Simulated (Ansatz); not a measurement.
TiN (rock salt)

```
CELL_PARAMETERS angstrom
      0.00000     2.12346     2.12346
      2.12346     0.00000     2.12346
      2.12346     2.12346     0.00000
ATOMIC_POSITIONS crystal
  N  0.00000 0.00000 0.00000
  Ti 0.50000 0.50000 0.50000
```

The slice is a {110} plane (indices of the conventional cell) through the point (0.000, 0.000, 0.000) (fractional), spanned by u = [100] and v = [1 -1 -1] in vectors of this cell: u (3.00 Å) and v (4.25 Å, at 90° to u). It covers one period; positions are fractions (u, v).

Computed with PBE (plane waves to 420 eV, PAW, scalar-relativistic; Ansatz, a program for electronic structure). k mesh 19×19×19. Near the nuclei the fields are pseudised (PAW); where an atom keeps semicore shells as valence, they peak there. TiN is run without spin polarisation. TiN was relaxed with its symmetry unable to fall.

What is the ELF at the midpoint of the shortest N–Ti line in this plane (2.12 Å)?

0.19.

Sketch the electron localisation function (ELF) on this plane as a map.


```
|xxxx%%@@%%++::..::++%%@@%%xx|
|%%%%@@@@%%==......==%%@@@@%%|
|@@@@@@%%**--..  ..--**%%@@@@|
|####**++--....  ....--++**##|
|..........          ........|
|::..                      ..|
|****==..              ..==**|
|**####++      ..      ++####|
|xxxx####::    ..    ::####xx|
|xxxx**##::    ..    ::##**xx|
|xxxx####::    ..    ::####xx|
|**####++      ..      ++####|
|****==..              ..==**|
|::..                      ..|
|..........          ........|
|####**++--....  ....--++**##|
|@@@@@@%%**--..  ..--**%%@@@@|
|%%%%@@@@%%==......==%%@@@@%%|
|xxxx%%@@%%++::..::++%%@@%%xx|
|xxxx%%@@@@++::..::++@@@@%%xx|
```
Scale: ten equal steps from 0.08 (start of ' ') to 0.81 (end of '@'), in the order ' .:-=+*#%@'. Values: electron localisation function (ELF). The map has 14 points along u (two characters each, u = 0 at the left) and 20 along v (v = 0 in the bottom row). Points within 0.4 Å of a nucleus are blanked (x), as the pseudised field means little there.
